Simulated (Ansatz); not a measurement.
KCaF$_{3}$:
```yaml
crystal:
  lattice:
    - [4.41596, 0.00000, 0.00000]
    - [0.00000, 4.41596, 0.00000]
    - [0.00000, 0.00000, 4.41596]
  atoms:
    - { symbol: K, position: [0.50000, 0.50000, 0.50000] }
    - { symbol: Ca, position: [0.00000, 0.00000, 0.00000] }
    - { symbol: F, position: [0.00000, 0.50000, 0.00000] }
    - { symbol: F, position: [0.50000, 0.00000, 0.00000] }
    - { symbol: F, position: [0.00000, 0.00000, 0.50000] }
```

x, y and z are the axes in which the lattice vectors are written.

Question: Give the high-frequency dielectric tensor and the Born effective charge tensors of the independent atoms from DFPT, r²SCAN (plane waves, PAW; program Ansatz).

Answer: 
ε∞:
```
1.98  0.00  0.00
0.00  1.98  0.00
0.00  0.00  1.98
```
Z* of atom 1 (K), rows: field, columns: displacement, in e:
```
1.17  0.00  0.00
0.00  1.17  0.00
0.00  0.00  1.17
```
Z* of atom 2 (Ca), rows: field, columns: displacement, in e:
```
2.30  0.00  0.00
0.00  2.30  0.00
0.00  0.00  2.30
```
Z* of atom 3 (F), rows: field, columns: displacement, in e:
```
-0.91   0.00   0.00
 0.00  -1.64   0.00
 0.00   0.00  -0.91
```

Static charges for comparison (Bader): K1 +0.91, Ca2 +1.65, F3 -0.85 e. Born charges measure polarisation by displacement and can exceed these by far.

Space group Pm-3m (cubic perovskite). The first step of the workflow began from a Materials Project structure, measured or hypothetical; the Crystallography Open Database copy checked does not list it. Whether it is the stable phase at ambient conditions was not checked. Symmetry was held in the r²SCAN relaxation; phonons show weakly imaginary modes.

Potentials: the later of the program's two PAW sets.
